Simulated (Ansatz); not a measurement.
Polymorphs of In2Se3, each relaxed with DFT-r²SCAN+D4 in the program Ansatz with PAW potentials:

A: La2O3 or Ni2Al3 type (P-3m1)
a = 3.9601 Å, b = 3.9601 Å, c = 9.6159 Å, α = 90.00°, β = 90.00°, γ = 120.00°

```
atom  site  symmetry       x       y       z
----  ----  --------  ------  ------  ------
In      2d       3m.  0.6667  0.3333  0.1935
Se      1a      -3m.  0.0000  0.0000  0.0000
Se      2d       3m.  0.3333  0.6667  0.3314
```

B: P3m1
a = 3.912 Å, b = 3.912 Å, c = 9.798 Å, α = 90.00°, β = 90.00°, γ = 120.00°

```tsv
atom	site	symmetry	x	y	z
In	1a	3m.	0.0000	0.0000	0.4265
In	1a	3m.	0.0000	0.0000	0.8251
Se	1c	3m.	0.6667	0.3333	0.6159
Se	1b	3m.	0.3333	0.6667	0.2867
Se	1c	3m.	0.6667	0.3333	0.9707
```

Problem. Rank these by energy per atom at 0 K (lowest first), as r²SCAN+D4 gives it.

Solution. A (+0 meV/atom), B (+120 meV/atom)

Problem. Give each one's gap.

Solution. A 0.36 eV; B 0.52 eV.

Typed or built starts, not in the databases checked: B. Standing as an ambient phase not checked: A. All cells were relaxed under the symmetry of their starts (and spin orders); stability against distortions was not tested throughout. Spin–orbit coupling is left out wherever it is not named.

Energies hold the estimated change up to a 700 eV cutoff; steps of a few meV lie near the error of the meshes.

Potentials: the earlier of the program's two PAW sets. The files were generated under PBE; for other functionals the program regenerates the frozen cores, and for LDA and PBEsol the local potential too.
